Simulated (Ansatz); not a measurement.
Zn2SeS:
```
Zn2SeS
1.0
    1.94217     1.12131     6.35043
   -1.94217     1.12131     6.35043
    0.00000    -2.24262     6.35043
Zn Se S
2 1 1
Direct
  0.00391   0.00391   0.00391
  0.49625   0.49625   0.49625
  0.62434   0.62434   0.62434
  0.12547   0.12547   0.12547
```

Relaxed with PBEsol. Independent-particle spectrum: no excitons, no local fields, no scissors shift; 0.1 eV broadening; ε₁ of the summed bands alone.

Q: Tabulate the dielectric function from DFT-PBEsol in the program Ansatz with PAW potentials.

A: 

| E (eV) | ε₁ xx | ε₂ xx | ε₁ zz | ε₂ zz |
|---|---|---|---|---|
| 0.0 | 7.09 | 0.00 | 7.09 | 0.00 |
| 0.5 | 7.17 | 0.00 | 7.16 | 0.00 |
| 1.0 | 7.43 | 0.00 | 7.40 | 0.00 |
| 1.5 | 8.20 | 0.39 | 8.03 | 0.02 |
| 2.0 | 8.17 | 0.88 | 8.47 | 0.98 |
| 2.5 | 8.68 | 1.01 | 8.70 | 1.35 |
| 3.0 | 9.87 | 1.87 | 9.47 | 1.79 |
| 3.5 | 11.21 | 4.12 | 11.33 | 3.15 |
| 4.0 | 9.05 | 6.24 | 8.80 | 6.90 |
| 4.5 | 8.00 | 6.46 | 8.08 | 6.30 |
| 5.0 | 9.56 | 6.39 | 9.89 | 6.57 |
| 5.5 | 9.44 | 17.55 | 9.69 | 19.34 |
| 6.0 | -1.29 | 11.02 | -1.49 | 11.10 |
| 6.5 | -0.77 | 7.54 | -0.81 | 7.45 |
| 7.0 | 0.93 | 9.72 | 1.23 | 9.68 |
| 7.5 | -2.77 | 8.19 | -2.71 | 8.28 |
| 8.0 | -3.33 | 5.71 | -3.51 | 5.58 |
| 8.5 | -3.15 | 4.27 | -3.17 | 4.19 |
| 9.0 | -2.76 | 3.06 | -2.80 | 3.05 |
| 9.5 | -1.94 | 2.50 | -1.91 | 2.48 |
| 10.0 | -1.50 | 2.61 | -1.69 | 2.63 |
| 10.5 | -1.82 | 2.38 | -1.85 | 2.20 |
| 11.0 | -1.68 | 1.70 | -1.53 | 1.77 |
| 11.5 | -1.33 | 1.44 | -1.30 | 1.44 |
| 12.0 | -1.10 | 1.36 | -1.09 | 1.37 |

Q: From ε at 2.0 eV (xx: 8.17 + 0.88i), find n, k, the normal reflectivity and the absorption coefficient.

A: n = 2.86, k = 0.154, R = 23 %, α = 2kE/ħc = 31000 cm⁻¹.

With all bands, ε∞ without local fields is 7.19 (xx = yy), 7.18 (zz). DFPT, with local fields, gives 6.77 (xx = yy), 6.72 (zz).

Space group R3m. The workflow started from a Materials Project entry (that database holds measured and hypothetical structures alike); the Crystallography Open Database copy checked does not list it. Its standing as an ambient phase is unchecked. The PBEsol relaxation kept the symmetry of its start; of distortions, only those at the zone centre were tested. Scalar-relativistic: spin–orbit coupling is off unless named, which matters more the heavier the elements.

Potentials: the later of the program's two PAW sets.
